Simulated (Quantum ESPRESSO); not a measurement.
## Calculated data, YAlZnF₈ (made-up cell, one site empty)

Calculation on a made-up crystal cell, not a measurement, rerun at a higher cutoff and a denser mesh: periodic Kohn-Sham density functional theory in plane waves with PseudoDojo standard norm-conserving scalar-relativistic pseudopotentials, each functional with its own files (v0.5 for PBE, v0.4.1 for LDA and PBEsol), no spin polarisation, no spin-orbit coupling, atoms not relaxed, stress positive in tension, energies less a fixed whole-eV offset for each atom's element; levels are Kohn-Sham levels at fractions of this cell's reciprocal vectors, counted from the reference band (half the neutral cell's valence electrons, rounded up) at Gamma; error bars give the change to or from the runs named with them, not the error of the files; each bar is the largest change over components, and at least 0.002 eV, 0.002 eV per angstrom or 0.02 GPa; no dispersion term; energies are for the whole cell, and the offsets were chosen from early runs and are not element reference energies; machines and their load varied, so run times do not measure scaling. Program: Quantum ESPRESSO 7.5.

```json
{"formula": "YAlZnF8", "kind": "made-up cell, one site empty", "structure": {"cell_angstrom": [[5.1839, 0.0, 0.0], [0.0, 5.1839, 0.0], [0.0, 0.0, 5.1839]], "atoms_fractional": [["Zn", -0.00285, 0.49667, 0.49148], ["Y", 0.49405, 0.0212, 0.5062], ["Al", 0.50589, 0.51226, 0.00071], ["F", 0.24692, 0.25363, 0.25865], ["F", 0.26011, 0.25463, 0.75108], ["F", 0.25257, 0.75206, 0.24609], ["F", 0.24659, 0.7342, 0.73489], ["F", 0.75833, 0.25463, 0.2584], ["F", 0.75108, 0.24721, 0.73425], ["F", 0.74978, 0.74843, 0.24923], ["F", 0.75187, 0.7476, 0.73933]]}, "given": {"lattice_type": "fluorite", "empty_site": 1, "functional": "pbe", "cutoff [eV]": 1437, "fermi_dirac_smearing [eV]": 0.025, "scf_tolerance [eV]": 1e-07, "electrons_removed": 0, "run_command": "mpirun -np 4 pw.x -nk 4 -in in", "run_processor": "Intel Xeon, 2023 or later, virtual cores", "k_mesh": "6 x 6 x 6, shifted by half a step", "atom_site": [2, 3, 4, 5, 6, 7, 8, 9, 10, 11, 12], "atom_energy_offset [eV]": [-5687, -1098, -64, -677, -677, -677, -677, -677, -677, -677, -677]}, "results": {"free_energy_less_offsets [eV]": 22.27, "scf_iterations": 10, "smearing_term_minus_ts [eV]": 0.0, "pressure [GPa]": -5.116, "stress_xx [GPa]": 6.85, "stress_yy [GPa]": 2.982, "stress_zz [GPa]": 5.515, "stress_yz [GPa]": 0.07179, "stress_xz [GPa]": -0.1073, "stress_xy [GPa]": 0.5481, "force_site": [2, 3, 4, 5, 6, 7, 8, 9, 10, 11, 12], "force_x [eV/angstrom]": [0.05112, 0.1501, -0.09999, 0.7546, 0.4619, 1.092, 1.071, -1.042, -0.1599, -1.132, -1.146], "force_y [eV/angstrom]": [0.3836, -1.812, 0.7493, 1.409, 1.337, -1.372, -0.8774, 1.233, 1.635, -1.305, -1.381], "force_z [eV/angstrom]": [0.00827, -0.648, 0.04536, -0.8279, 1.268, -0.8881, 0.7569, -1.11, 1.343, -0.8643, 0.9164], "reference_band": 45, "level_k_point": ["Gamma", "(1/2,1/2,1/2)", "(0.15,0,0)", "(0,0.15,0)", "(0,0,0.15)"], "next_band_up [eV]": [3.383, 5.087, 3.568, 3.561, 3.603], "error_bar_energy [eV]": 0.003248, "error_bar_stress [GPa]": 0.02, "error_bar_force [eV/angstrom]": 0.002, "error_bar_next_band_up [eV]": 0.002, "error_bars_from": "change from the looser run of this cell", "wall_time_of_scf_and_band_steps_on_a_shared_machine [s]": 456.2}}
```
